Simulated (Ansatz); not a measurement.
The cell below belongs to a search over invented structures; it isn't taken from experiment.

Input and command of a plane-wave DFT calculation in Ansatz:

```yaml
crystal:
  lattice:
    - [7.0739605905, 0.0, 0.0]
    - [0.0, 7.0739605905, 0.0]
    - [0.0, 0.0, 4.2843964362]
  atoms:
    - { symbol: Ni, position: [0.5, 0.5, 0.0], spin: 0.2 }
    - { symbol: Ru, position: [0.0, 0.0, 0.0], spin: 1.14 }
    - { symbol: C, position: [0.201295401, 0.798704599, 0.0] }
    - { symbol: C, position: [0.798704599, 0.201295401, 0.0] }
    - { symbol: C, position: [0.201295401, 0.201295401, 0.0] }
    - { symbol: C, position: [0.798704599, 0.798704599, 0.0] }
    - { symbol: "N", position: [0.3184043048, 0.6815956952, 0.0] }
    - { symbol: "N", position: [0.6815956952, 0.3184043048, 0.0] }
    - { symbol: "N", position: [0.3184043048, 0.3184043048, 0.0] }
    - { symbol: "N", position: [0.6815956952, 0.6815956952, 0.0] }
basis:
  ecutwfc: 420
kpoints:
  mp_grid: { grid: [6, 6, 10] }
hamiltonian:
  xc: pbe
scf:
  occupations: { method: gaussian, width: 0.1 }
output:
  forces: true
  stress: true
  eigenvalues: true
  populations: true
  write_density: true
  write_potential: true
  elf: true
  volumetric_format: npy
magnetization:
  spin_polarized: true
relax:
  adjacent_minimum: "off"
  f_tol: 0.01
  max_steps: 80
  cell: { stress_tol: 0.05 }
```

```bash
ansatz run input.yaml --threads 1 --pin off --max-ram 2560MiB --backend cpu --events-out ev --progress --plain --runs-dir out
```

Processor: Arm Neoverse V2, 1 thread, on a host shared with other jobs.

Problem. How long does it run, and how much memory does it take?

Solution. About 5.2 min, peak memory 1.1 GiB. It solves 46 bands at 60 k points (after reduction by symmetry) with about 4179 plane waves (on the last cell), in 34 SCF iterations over 3 ionic steps.
